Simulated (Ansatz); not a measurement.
HgS:
```xyz
6
Lattice="4.0370 0.0000 0.0000 -2.0185 3.4961 0.0000 0.0000 0.0000 9.2811" Properties=species:S:1:pos:R:3 pbc="T T T"
Hg     2.7798     0.0000     6.1874
Hg    -1.3899     2.4074     3.0937
Hg     0.6286     1.0888     0.0000
S      2.0884     0.0000     1.5468
S     -1.0442     1.8086     7.7342
S      0.9743     1.6875     4.6405
```

Cartesian axes are those of the cell as given.

Question: Give the high-frequency dielectric tensor and the Born effective charge tensors of the independent atoms from DFPT, the program Ansatz at the LDA level (PAW).

Answer: 
ε∞:
```
10.1  0.00  0.00
0.00  10.1  0.00
0.00  0.00  12.1
```
Z* of atom 1 (Hg), rows: field, columns: displacement, in e:
```
 1.80   0.00   0.00
 0.00   2.52  -0.21
 0.00   0.27   2.43
```
Z* of atom 4 (S), rows: field, columns: displacement, in e:
```
-1.66   0.00   0.00
 0.00  -2.66  -0.29
 0.00  -0.43  -2.43
```

Static charges for comparison (Bader): Hg1 +0.46, S4 -0.46 e. Born charges measure polarisation by displacement and can exceed these by far.

Space group P3_221. Symmetry was held in the LDA relaxation. A crystal of weakly bound chains computed without a dispersion correction: the cell and the soft elastic constants depend strongly on that. Spin–orbit coupling is left out wherever it is not named.

Potentials: the later of the program's two PAW sets.
